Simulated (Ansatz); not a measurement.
Ag2S:
```yaml
crystal:
  lattice:
    - [4.17419, 0.00000, 0.00000]
    - [0.00000, 7.21023, 0.00000]
    - [-1.58066, 0.00000, 3.86390]
  atoms:
    - { symbol: Ag, position: [0.50000, 0.00000, 0.50000] }
    - { symbol: Ag, position: [0.50000, 0.50000, 0.50000] }
    - { symbol: Ag, position: [0.10680, 0.25000, 0.89292] }
    - { symbol: Ag, position: [0.89320, 0.75000, 0.10708] }
    - { symbol: S, position: [0.72681, 0.25000, 0.27300] }
    - { symbol: S, position: [0.27319, 0.75000, 0.72700] }
```

Relaxed with PBEsol. Special points in fractions of this cell's reciprocal vectors: Γ (0.000, 0.000, 0.000); Z (0.000, 0.500, 0.000); D (0.000, 0.500, 0.500); B (0.000, 0.000, 0.500); A (-0.500, 0.000, 0.500); E (-0.500, 0.500, 0.500); C2 (-0.500, 0.500, 0.000); Y2 (-0.500, 0.000, 0.000).

**Question.** List the band energies nearest the valence-band maximum at these points for PBEsol (plane waves, PAW; program Ansatz).

**Answer.** In eV from the valence-band maximum; about four levels below and three above (degenerate sets whole), none deeper than 8.9 eV; points with the same levels are listed once.

| k | below | above |
|---|---|---|
| Γ | -1.10 -0.88 -0.47 0.00 | 0.95 1.51 4.72 |
| Z | -0.42 -0.42 -0.19 -0.19 | 1.78 1.78 4.27 4.27 |
| D | -1.28 -1.28 -0.31 -0.31 | 1.44 1.44 4.54 4.54 |
| B | -1.87 -1.49 -0.50 -0.13 | 2.25 2.49 3.29 |
| A | -2.31 -2.28 -0.72 -0.48 | 1.32 2.28 2.34 |
| E | -1.39 -1.39 -1.36 -1.36 | 2.37 2.37 3.66 3.66 |
| C2 | -1.28 -1.28 -0.31 -0.31 | 1.45 1.45 4.54 4.54 |
| Y2 | -1.87 -1.49 -0.50 -0.13 | 2.24 2.49 3.28 |

Space group Cmcm. The first step of the workflow began from a Materials Project structure, measured or hypothetical; the Crystallography Open Database copy checked does not list it. COD files the formula under space group No. 4, 14, so this cell is another polymorph or a model. Its standing as an ambient phase is unchecked. Symmetry was held in the PBEsol relaxation; whether a distortion lowers the energy is not shown. The run is not spin-polarised. Point labels and valley counts follow the cell and symmetry of the run, lower than the named group. Scalar-relativistic: spin–orbit coupling is off unless named, which matters more the heavier the elements.

Potentials: the later of the program's two PAW sets.
